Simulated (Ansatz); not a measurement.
Li₂Pt:
```cif
data_Li2Pt
_chemical_formula_sum 'Pt1 Li2'
_space_group_name_H-M_alt 'P6/mmm'
_space_group_IT_number 191
_space_group_name_Hall '-P 6 2'
_cell_length_a 4.14657
_cell_length_b 4.14657
_cell_length_c 2.67409
_cell_angle_alpha 90.000
_cell_angle_beta 90.000
_cell_angle_gamma 120.000
loop_
_atom_site_label
_atom_site_type_symbol
_atom_site_symmetry_multiplicity
_atom_site_Wyckoff_symbol
_atom_site_fract_x
_atom_site_fract_y
_atom_site_fract_z
_atom_site_occupancy
Pt1 Pt 1 a 0.00000 0.00000 0.00000 1
Li1 Li 2 d 0.33333 0.66667 0.50000 1
```

Relaxed at zero pressure with the program Ansatz at the r²SCAN level (PAW).

Q: The volume is lowered by 3 % and shape and atoms relax at that volume. What pressure results, and how do the axes share the change?

A: 2.2 GPa; a -1.3 %, b -1.3 %, c -0.4 %; the energy rises by 3 meV/atom.

Q: Give the new structure.

A: 
Space group P6/mmm (No. 191); a = b = 4.092 Å, c = 2.664 Å, α = β = 90.00°, γ = 120.00°

| atom | site | symmetry | x | y | z |
|---|---|---|---|---|---|
| Pt | 1a | 6/mmm | 0.0000 | 0.0000 | 0.0000 |
| Li | 2d | -6m2 | 0.3333 | 0.6667 | 0.5000 |

The phase is kept; no other phase was compared at this pressure.

The workflow started from an entry of the Crystallography Open Database (COD). Whether it is the stable phase at ambient conditions was not checked. The r²SCAN relaxation kept the symmetry of its start; whether a distortion lowers the energy is not shown. No spin polarisation was allowed. Axis ratios of metals converge slowly with the k-mesh, so a and c are less sure than the volume. Spin–orbit coupling is left out wherever it is not named.

Potentials: the later of the program's two PAW sets.
